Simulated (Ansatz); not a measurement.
## SiO2: computed property card

SiO2:
```
SiO2
1.0
    4.98173     0.00000     0.00000
    0.00000     4.98173     0.00000
    0.00000     0.00000     6.91953
Si O
4 8
Direct
  0.19778   0.19778   0.00000
  0.30222   0.69778   0.75000
  0.80222   0.80222   0.50000
  0.69778   0.30222   0.25000
  0.60882   0.73825   0.68123
  0.76175   0.10882   0.43123
  0.39118   0.26175   0.18123
  0.23825   0.89118   0.93123
  0.10882   0.76175   0.56877
  0.26175   0.39118   0.81877
  0.89118   0.23825   0.06877
  0.73825   0.60882   0.31877
```

Space group P4_32_12 (No. 96); conventional cell a = 4.9817 Å, b = 4.9817 Å, c = 6.9195 Å, α = 90.00°, β = 90.00°, γ = 90.00°.

Method: the program Ansatz at the r²SCAN level (PAW). The cell and atoms are relaxed at this level. Other levels are named where they apply.

### Cell and energy

```yaml
volume_per_atom: 14.31 Å³
density: 2.32 g/cm³
Formation energy from the elements (no fitted shifts): -2.98 eV/atom
```

### Electronic structure

```yaml
band_gap: 6.35 eV (direct)
valence_band_maximum: at Γ
conduction_band_minimum: at Γ
electron_effective_mass: 0.53 mₑ (isotropic)
hole_effective_mass: 1.7, 2.0, 2.0 mₑ (principal values)
HSE06 gap on the r²SCAN cell: 7.51 eV
```

### Mechanics

```yaml
Bulk modulus (Birch–Murnaghan fit): 150 kbar
Pressure derivative B′: 4.1
Elastic constants (relaxed ions, GPa): C11 = 58.1, C12 = 4.4, C13 = -8.8, C33 = 46.8, C44 = 75.1, C66 = 27.7
mechanical_stability: stable (all eigenvalues of C positive)
hill_bulk_and_shear_moduli: 14.8 and 42.5 GPa
Young's modulus: 65.2 GPa
Poisson's ratio: -0.23
debye_temperature_from_the_elastic_constants: 560 K
```

### Dielectric response

```yaml
Electronic dielectric constant ε∞ (DFPT): 2.21 (xx = yy), 2.20 (zz)
Static dielectric constant ε0 (ions relaxed, cell fixed): 4.00 (xx = yy), 3.79 (zz)
Born charges (a third of the trace): Si +3.34, O -1.67 e
```

### Phonons

```yaml
Highest zone-centre frequency (without LO–TO term): 1199 cm⁻¹
zone_centre_stability: no imaginary mode at Γ
```

### Charges

```yaml
bader_charges: Si +3.37, O -1.68 e
```

The first step of the workflow began from a Materials Project structure, measured or hypothetical; the Crystallography Open Database files this formula in space group No. 96, but the cells were not matched. It is not the phase usual at ambient conditions (space group No. 92, 152, 154). The r²SCAN relaxation kept the symmetry of its start. The references are the lowest solids computed at this level, not always the standard phases (solids in place of the gases).

Potentials: the earlier of the program's two PAW sets. The files were generated under PBE; for other functionals the program regenerates the frozen cores, and for LDA and PBEsol the local potential too.
